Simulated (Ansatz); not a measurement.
InGa: an elastic run with occupations gaussian, width 0.005 eV

Computed with Ansatz, DFT PBE, scalar-relativistic, plane waves, PAW.

Launched with:
```bash
ansatz run input.yaml --threads 1 --pin off --max-ram 2560MiB --backend cpu --events-out ev --progress --plain --runs-dir out
```

Input (bare energies are in eV):
```yaml
crystal:
  lattice:
    - [2.2329787079, -2.2317878371, 0.0]
    - [2.2329787079, 2.2317878371, 0.0]
    - [0.0, 0.0, 4.7009169125]
  atoms:
    - { symbol: In, position: [0.0, 0.0, 0.0] }
    - { symbol: Ga, position: [0.5, 0.5, 0.5] }
basis:
  ecutwfc: 420
kpoints:
  mp_grid: { grid: [14, 14, 8] }
hamiltonian:
  xc: pbe
scf:
  occupations: { method: gaussian, width: 0.005 }
output:
  forces: true
  stress: true
  eigenvalues: true
elastic:
  mode: relaxed_ion
  stencil: two_point
```

From the output:
```
--- Elastic constants: 6 strain directions × 2 members + reference (group order 8) ---
  dense FFT box of the reference and of every strained cell: 24×24×32
  strains applied: 11, 22, 33, 23, 13, 12; error gains: componentwise 1.00 (the most a stress slope's error grows in a printed constant), spectral 1.00 (1 for all six strains in a standard setting)
  C = ∂σ_k/∂η_j (tension-positive GPa; Voigt order 11 22 33 23 13 12):
        45.997     48.945     26.853      0.000      0.000      0.000
        48.525     40.369     22.821      0.000      0.000      0.000
        18.499     16.215     77.989      0.000      0.000      0.000
         0.000      0.000      0.000     11.251      0.000      0.000
         0.000      0.000      0.000      0.000     15.510      0.000
         0.000      0.000      0.000      0.000      0.000      4.515
  reference stress σ⁰ (GPa):      0.146      0.148     -0.076     -0.000     -0.000     -0.000
  C* (energy form; C + prestress term) asymmetry max|C*_kj − C*_jk| = 8.575e0 GPa — a small one proves nothing (zero by symmetry where the batch's group is 432, −43m or m−3m); a large one is finite-difference/SCF noise where every solve ...
  moduli (Voigt/Reuss/Hill, GPa): K = 38.47/39.17/38.82   G = 11.15/85.49/48.32   E = 102.45   ν = 0.060
  mechanically stable: NO (min eigenvalue of sym C = -5.66 GPa)
  the cell is mechanically unstable, and its weakest contacts join parallel layers: if it is meant as a slab among its images, read the layer's verdict in place of the crystal's
  the layer in its plane, per area (N/m: the tensor there times 4.7009 Å, the cell's volume per area; the error gains are the tensor's), 1 along (0.707, -0.707, 0.000), 2 along (0.707, 0.707, 0.000):
    C11 = 23.73   C22 = 23.73   C12 = 19.48   C66 = -1.30   C16 = 0.66   C26 = 0.66
  moduli of the layer (Voigt/Reuss/Hill, N/m): K = 21.60/21.94/21.77   G = 0.41/-7.06/-3.32   E = -15.69   ν = 1.360
  mechanically stable in its plane: NO (min eigenvalue of those constants = -1.32 N/m; a buckling out of the plane is not judged)
  strain η (Voigt 11):  stress-route row diagonal C_11 = 46.00 GPa, energy-path curvature d²(F+E_count+ΔE)/dδ²/Ω₀ = 43.14 GPa
         δ    σ_11 (GPa) F (eV) n_scf n_hpsi n_pw
    -2.000e-3       0.0782       -9380.7720334       9  105237    936   relax 0 steps, max|allowed force component| 3.11e-30 eV/Å
     2.000e-3       0.2622       -9380.7718538       9  100328    938   relax 0 steps, max|allowed force component| 3.11e-30 eV/Å
  strain η (Voigt 22):  stress-route row diagonal C_22 = 40.37 GPa, energy-path curvature d²(F+E_count+ΔE)/dδ²/Ω₀ = 35.46 GPa
         δ    σ_22 (GPa) F (eV) n_scf n_hpsi n_pw
    -2.000e-3       0.0840       -9380.7720394       9  106177    936   relax 0 steps, max|allowed force component| 1.07e-28 eV/Å
     2.000e-3       0.2455       -9380.7718564       9   98795    938   relax 0 steps, max|allowed force component| 3.16e-30 eV/Å
  strain η (Voigt 33):  stress-route row diagonal C_33 = 77.99 GPa, energy-path curvature d²(F+E_count+ΔE)/dδ²/Ω₀ = 84.82 GPa
         δ    σ_33 (GPa) F (eV) n_scf n_hpsi n_pw
    -2.000e-3      -0.2752       -9380.7718679       9  102423    936   relax 0 steps, max|allowed force component| 5.47e-30 eV/Å
     2.000e-3       0.0367       -9380.7719725       9   93325    944   relax 0 steps, max|allowed force component| 0.00e0 eV/Å
  strain η (Voigt 23):  stress-route row diagonal C_44 = 11.25 GPa, energy-path curvature d²(F+E_count+ΔE)/dδ²/Ω₀ = 16.83 GPa
         δ    σ_23 (GPa) F (eV) n_scf n_hpsi n_pw
    -2.000e-3      -0.0225       -9380.7719600       8  144979    936   relax 0 steps, max|allowed force component| 0.00e0 eV/Å
     2.000e-3       0.0225       -9380.7719600       9  137333    936   relax 0 steps, max|allowed force component| 0.00e0 eV/Å
  strain η (Voigt 13):  stress-route row diagonal C_55 = 15.51 GPa, energy-path curvature d²(F+E_count+ΔE)/dδ²/Ω₀ = 21.37 GPa
         δ    σ_13 (GPa) F (eV) n_scf n_hpsi n_pw
    -2.000e-3      -0.0310       -9380.7719571       8  147803    936   relax 0 steps, max|allowed force component| 5.52e-30 eV/Å
     2.000e-3       0.0310       -9380.7719571       9  135241    936   relax 0 steps, max|allowed force component| 3.16e-30 eV/Å
  strain η (Voigt 12):  stress-route row diagonal C_66 = 4.51 GPa, energy-path curvature d²(F+E_count+ΔE)/dδ²/Ω₀ = -15.34 GPa
         δ    σ_12 (GPa) F (eV) n_scf n_hpsi n_pw
    -2.000e-3      -0.0090       -9380.7719779       8  171791    936   relax 0 steps, max|allowed force component| 0.00e0 eV/Å
     2.000e-3       0.0090       -9380.7719779       8  155936    936   relax 0 steps, max|allowed force component| 7.89e-31 eV/Å
```

The run took 3.8 min on 1 thread of Arm Neoverse V1, on a shared host, peak memory 0.65 GiB.

Beside the reference run (Cutoff 420 eV, 14×14×8 k-points (Γ-centred), Fermi-Dirac smearing of 0.15 eV. No spin polarisation.), the elastic coefficients (GPa; two-point stencil, strain 0.002 and ions relaxed unless stated):
| setting | C11 | C12 | C44 | C33 | C13 | C66 |
| --- | --- | --- | --- | --- | --- | --- |
| reference run | 48.5 | 37.7 | 4.1 | 53.6 | 34.4 | 16.2 |
| occupations gaussian, width 0.005 eV | 46.0 | 48.9 | 11.2 | 78.0 | 26.9 | 4.5 |

The cell was built by swapping an element in a database structure (itself possibly hypothetical) and relaxing; it need not be the stable form of this composition. In a metal, frequencies and elastic constants depend on the k mesh and the smearing, soft modes and shear constants most.